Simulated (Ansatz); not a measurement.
# Bi₂S₃, one structure, two calculations

Cell: a Materials Project structure (computed, not necessarily an observed phase), its atoms then relaxed with PBE in this cell.

Space group Pnma (No. 62); a = 11.5936, b = 3.9978, c = 11.1606 Å.

```
site  Wyckoff  site symmetry       x       y       z
 Bi1       4c            .m.  0.0174  0.2500  0.3260
 Bi5       4c            .m.  0.1581  0.7500  0.0321
  S9       4c            .m.  0.4519  0.7500  0.3703
 S13       4c            .m.  0.1227  0.7500  0.4454
 S17       4c            .m.  0.7133  0.2500  0.3082
```

One atom of each set is listed.

First run. Level of theory: DFT, PBE, plane waves and PAW, scalar-relativistic, 420 eV cutoff, Γ-centred 3×7×3 k-points, Fermi–Dirac smearing 0.01 eV (Ansatz 0.2.0).

| site | V_zz (10²¹ V/m²) | η |
| --- | --- | --- |
| Bi1 | -9.49 | 0.80 |
| Bi5 | -19.75 | 0.12 |
| S9 | 4.61 | 0.90 |
| S13 | -8.96 | 0.21 |
| S17 | -2.91 | 0.34 |

Second run. The same atoms and settings, except that the functional is r2SCAN and the cutoff is 500 eV.

(1) What does the second run give?

## Answers

(1) 

```tsv
site	V_zz	η	change of V_zz
Bi1	-10.89	0.83	-1.40
Bi5	-22.6	0.11	-2.89
S9	4.99	0.80	+0.38
S13	-9.05	0.23	-0.09
S17	-3.04	0.24	-0.13
```

The largest change of V_zz is on Bi5, from -19.75 to -22.6. In per cent, |V_zz| changes by +15 on Bi, +1 to +8 on S (all sites that start above 0.5).

Spin–orbit coupling is left out, which shifts gradients on Bi by a few per cent, and by more where contributions nearly cancel.
